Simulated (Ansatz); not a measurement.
MoSe in space group P6_3/mcm (No. 193; Mo on 6g, Se on 6g) at seven volumes, r²SCAN+D4 (plane waves, PAW; program Ansatz), shape and atoms relaxed at each. One row is withheld.

```
V (Å³/atom)  P (GPa)
-----------  -------
23.574             ?
24.351          1.23
25.128          0.51
25.905          0.00
26.683         -0.33
27.460         -0.55
28.237         -0.66
```

Problem. Fit the shown pressures and predict the withheld one.

Solution. Third-order Birch–Murnaghan: P = (3/2)B₀(x^(7/2) − x^(5/2))[1 + (3/4)(B′ − 4)(x − 1)] with x = (V₀/V)^(2/3). Least squares on the six rows gives V₀ = 25.913 Å³/atom, B₀ = 13.85 GPa, B′ = 12.19. At V = 23.574, x = 1.0651 and P = 2.22 GPa. The run itself gave 2.16 GPa.

The start of the workflow was typed in or built on a structure type; neither database checked (COD, Materials Project) lists it. Whether it is the stable phase at ambient conditions was not checked. The cell was relaxed with r²SCAN+D4 under the symmetry of its start; whether a distortion lowers the energy is not shown. The workflow began spin-polarised and lost its moments.

Potentials: the earlier of the program's two PAW sets.
